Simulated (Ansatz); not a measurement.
**SnBi₃: pressure against volume**

SnBi₃, Fm-3m, a = 7.759 Å. The structure is a Materials Project entry; whether it is the stable form wasn't checked. Ansatz: PBEsol, PAW, 420 eV, Γ-centred 10×10×10 mesh on 4 atoms, Gaussian smearing 0.10 eV; no spin polarisation. Symmetry fixes shape and atoms, so the cell is only scaled; pressure is positive in compression.

| V (Å³/atom) | P (GPa) |
| --- | --- |
| 25.690 | ? |
| 26.566 | 6.71 |
| 27.441 | 4.07 |
| 28.317 | 1.85 |
| 29.193 | 0.00 |
| 30.069 | -1.56 |
| 30.945 | -2.88 |
| 32.112 | -4.34 |

Problem. Take V0 = 29.193 Å³/atom, fit the third-order Birch–Murnaghan form to the other rows, and predict the missing pressure.

Solution. With the Eulerian strain f = ½[(V0/V)^(2/3) − 1] and y = P/[3f(1 + 2f)^(5/2)], the form is the line y = B0 + 1.5 B0 (B0′ − 4) f. Rows (f, y): 0.03244, 58.9; 0.02106, 58.1; 0.01026, 57.1; -0.00976, 56.0; -0.01905, 55.5; -0.03078, 55.1. Means f = 0.0006950, y = 56.783; Σ(Δf)² = 0.003004, ΣΔfΔy = 0.1835; the slope is their ratio. y = 56.74 + 61.11 f GPa, so B0 = 56.7 GPa and B0′ = 4 + 2 × (61.11)/(3 × 56.74) = 4.72. At V = 25.690, f = 0.04448, y = 59.46 and P = 9.82 GPa. The run gave 9.86 GPa, so the fit is 0.04 GPa too low, a small miss on the scale of the series.

Spin–orbit coupling is left out, which can shift energies with elements as heavy as these.

Cost: 8 runs of about 2.4 core-minutes in all, on Arm Neoverse V1 (shared hosts).